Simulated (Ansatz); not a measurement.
Space group P-62m (No. 189). a = 6.550 Å, b = 6.550 Å, c = 3.892 Å, α = 90.00°, β = 90.00°, γ = 120.00°
```json
{"atom": "Zr", "site": "3g", "symmetry": "m2m", "x": "0.4178", "y": "0.4178", "z": "0.5000"}
{"atom": "As", "site": "1b", "symmetry": "-62m", "x": "0.0000", "y": "0.0000", "z": "0.5000"}
{"atom": "As", "site": "2c", "symmetry": "-6..", "x": "0.6667", "y": "0.3333", "z": "0.0000"}
{"atom": "Ru", "site": "3f", "symmetry": "m2m", "x": "0.0000", "y": "0.2434", "z": "0.0000"}
```

Equation of state of this ZrAsRu structure (not necessarily the ground state), with shape and atoms relaxed at each volume where symmetry leaves them free. It has no gap at any of these volumes. The calculation used DFT PBEsol, scalar-relativistic, plane waves, PAW in Ansatz.

Plane waves to 420 eV, a k mesh through Γ of 6×6×10 on the computed 9-atom cell and Gaussian smearing (0.10 eV); no spin polarisation.

| V (Å³/atom) | E − E(largest V) (meV/atom) | P (GPa) |
| --- | --- | --- |
| 15.103 | 8.20 | 14.70 |
| 15.585 | -23.68 | 6.74 |
| 16.067 | -33.49 | 0.00 |
| 16.549 | -24.63 | -5.70 |
| 17.031 | 0.00 | -10.51 |

Task: Fit a third-order Birch–Murnaghan equation to E(V).

Result: V0 = 16.07 Å³/atom, B0 = 206 GPa, B0' = 4.6.